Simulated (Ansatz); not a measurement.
**B started on a Cs site and B started on a Cs site, 9.96 Å apart on the ideal sites in cubic perovskite CsSnBr3, 40 atoms, charge 0**

All numbers below come from DFT, PBEsol, PAW, plane waves in Ansatz 0.2.0.

Command:

```sh
ansatz run in.yaml --threads 8 --pin off --max-ram 118750MiB --runs-dir r --events-out ev --progress --plain --backend cuda --devices 0,
```

The input less its lattice and atoms:

```yaml
crystal:
  symmetry: { detect: false }
kpoints:
  mp_grid: { grid: [1, 1, 1], shift: [0.25, 0.25, 0.25] }
hamiltonian:
  xc: pbesol
scf:
  occupations: { method: fermi_dirac, width: 0.01 }
relax:
  f_tol: 0.03
  max_steps: 80
  escape_saddle: false
  adjacent_minimum: "off"
output:
  forces: true
  eigenvalues: true
  populations: true
```

Start:

```xyz
40
Lattice="11.5000 0.0000 0.0000 0.0000 11.5000 0.0000 0.0000 0.0000 11.5000" Properties=species:S:1:pos:R:3 pbc="T T T"
B    11.4796   11.4991    0.0001
B     5.7543    5.7671    5.7363
Cs   11.4891    0.0073    5.7494
Cs    0.0303    5.7522    0.0019
Cs    0.0126    5.7502    5.7316
Cs    5.7540    0.0070    0.0496
Cs    5.7556   11.4783    5.7435
Cs    5.7438    5.7228   11.4890
Sn    2.8745    2.9029    2.8718
Sn    2.9068    2.8537    8.6292
Sn    2.8558    8.6426    2.8924
Sn    2.8772    8.6454    8.5650
Sn    8.6161    2.8489    2.8501
Sn    8.6128    2.9026    8.6360
Sn    8.6592    8.5914    2.8995
Sn    8.6636    8.6343    8.6193
Br    2.8869    2.9285   11.4908
Br    2.8834    2.8655    5.7670
Br    2.9052    8.6126    0.0020
Br    2.9105    8.6166    5.7437
Br    8.6671    2.8573    0.0242
Br    8.6401    2.8778    5.7598
Br    8.6506    8.6595    0.0101
Br    8.6368    8.6335    5.7575
Br    0.0186    2.8650    2.8605
Br    0.0145    2.9065    8.6219
Br    0.0212    8.6422    2.9023
Br   11.4999    8.6378    8.6048
Br    5.7452    2.9039    2.8516
Br    5.7336    2.8972    8.6084
Br    5.7710    8.6054    2.8852
Br    5.7250    8.5826    8.5985
Br    2.8483    0.0283    2.8936
Br    2.8890    0.0140    8.6331
Br    2.8878    5.7486    2.9173
Br    2.8689    5.7610    8.6269
Br    8.6386    0.0217    2.8698
Br    8.6234   11.4768    8.6130
Br    8.5776    5.7527    2.8654
Br    8.5897    5.7523    8.6184
```

Steps:

```tsv
step	energy less the first (eV)	largest force component (eV/Å)
start	0.000	0.271
1	-0.046	0.099
2	-0.111	0.309
3	-0.250	0.545
4	-0.482	0.783
5	-0.810	0.962
6	-1.223	1.035
7	-1.717	0.974
8	-2.289	1.051
9	-2.808	1.026
10	-3.257	0.816
11	-3.590	0.272
12	-3.885	0.150
13	-4.023	0.228
14	-4.103	0.104
15	-4.167	0.087
16	-4.213	0.133
17	-4.252	0.144
18	-4.276	0.126
19	-4.297	0.023
20	-4.300	0.032
21	-4.303	0.026
22	-4.314	0.051
23	-4.336	0.059
24	-4.364	0.102
25	-4.397	0.121
26	-4.420	0.086
27	-4.433	0.109
28	-4.446	0.080
29	-4.457	0.065
30	-4.461	0.071
31	-4.466	0.026
32	-4.466	0.026
33	-4.469	0.026
```

A structure on the way, about -0.11 eV from the start:

```xyz
40
Lattice="11.5000 0.0000 0.0000 0.0000 11.5000 0.0000 0.0000 0.0000 11.5000" Properties=species:S:1:pos:R:3 pbc="T T T"
B    11.2330   11.4953    0.0368
B     5.7498    5.9263    5.7180
Cs   11.4918    0.0156    5.7443
Cs    0.0440    5.7372   11.4867
Cs    0.0208    5.7350    5.7521
Cs    5.7608   11.4830    0.0374
Cs    5.7616   11.4812    5.7538
Cs    5.7456    5.7409   11.4916
Sn    2.8863    2.8747    2.8773
Sn    2.8834    2.8793    8.6228
Sn    2.8872    8.6286    2.8670
Sn    2.8995    8.6182    8.6327
Sn    8.6361    2.8709    2.8639
Sn    8.6399    2.8836    8.6007
Sn    8.6294    8.6178    2.8679
Sn    8.6429    8.6358    8.6194
Br    2.8968    2.9086    0.0104
Br    2.8970    2.8779    5.7464
Br    2.8768    8.6279    0.0139
Br    2.9166    8.6154    5.7613
Br    8.6783    2.8271   11.4930
Br    8.6226    2.8940    5.7452
Br    8.6954    8.6822   11.4896
Br    8.6265    8.6130    5.7435
Br    0.0183    2.8754    2.8585
Br    0.0002    2.8660    8.6447
Br    0.0156    8.6243    2.8867
Br   11.4956    8.6443    8.6255
Br    5.7690    2.8756    2.8581
Br    5.7598    2.8935    8.6163
Br    5.7656    8.6051    2.9129
Br    5.7571    8.5730    8.5736
Br    2.8707   11.4951    2.8643
Br    2.8765    0.0057    8.6561
Br    2.8961    5.7479    2.9295
Br    2.8788    5.7560    8.6083
Br    8.6519    0.0153    2.8528
Br    8.6402   11.4940    8.6288
Br    8.6014    5.7708    2.8884
Br    8.5991    5.7414    8.6101
```

End:

```xyz
40
Lattice="11.5000 0.0000 0.0000 0.0000 11.5000 0.0000 0.0000 0.0000 11.5000" Properties=species:S:1:pos:R:3 pbc="T T T"
B    10.0501   11.3211    1.2343
B     5.0968    6.9617    4.0945
Cs    0.1093    0.3364    5.8517
Cs    0.2291    5.4635    0.0469
Cs    0.0007    5.5738    6.0731
Cs    5.4799    0.0635   11.3839
Cs    5.7566    0.4963    5.7714
Cs    5.6722    5.6360   11.2672
Sn    2.9909    2.9414    2.9429
Sn    2.9530    2.8710    8.6662
Sn    2.6580    8.8106    2.6519
Sn    2.9734    8.6147    8.5279
Sn    8.7257    2.8649    2.9257
Sn    8.7200    2.7748    8.6948
Sn    8.5897    8.4182    3.0804
Sn    8.7106    8.6045    8.5440
Br    2.9364    2.8705    0.0829
Br    2.9793    3.0872    5.8196
Br    2.5029    8.8685   11.2689
Br    3.6641    8.1816    5.3731
Br    8.9657    1.6992    0.2169
Br    8.6936    3.0927    5.8800
Br    8.9200    9.6373    0.2805
Br    8.2163    7.9170    5.8951
Br    0.1183    3.2323    3.0873
Br    0.0871    2.8349    8.6061
Br   11.3871    8.2400    3.3458
Br    0.1027    8.6666    7.9788
Br    5.8884    2.6299    2.7041
Br    5.8478    2.7873    8.8709
Br    5.5873    8.7618    2.4704
Br    5.8444    8.6364    9.1355
Br    2.8306    0.1179    3.2255
Br    3.0823   11.4764    8.2739
Br    3.2852    5.9641    2.6414
Br    2.8034    5.7419    8.8630
Br    8.7071   11.3199    3.4447
Br    8.5984   11.3926    7.9916
Br    8.5836    5.6108    2.0990
Br    8.8700    5.6338    9.1784
```

Self-consistency was reached.

Time: 39 s of wall time on one NVIDIA GB300 with 8 processor threads, on a host shared with other runs; peak host memory 2 GiB.

Task: How much energy did the relaxation gain, and which atom moved most?

Result: 4.47 eV in 33 steps, from a start with small random displacements (the gain also holds any tilting of the ideal host); atom 2 (B) moved 2.13 Å, the median atom 0.37 Å (drift of the whole cell removed).

The one k point has no symmetry partners, which can distort the end along one axis.
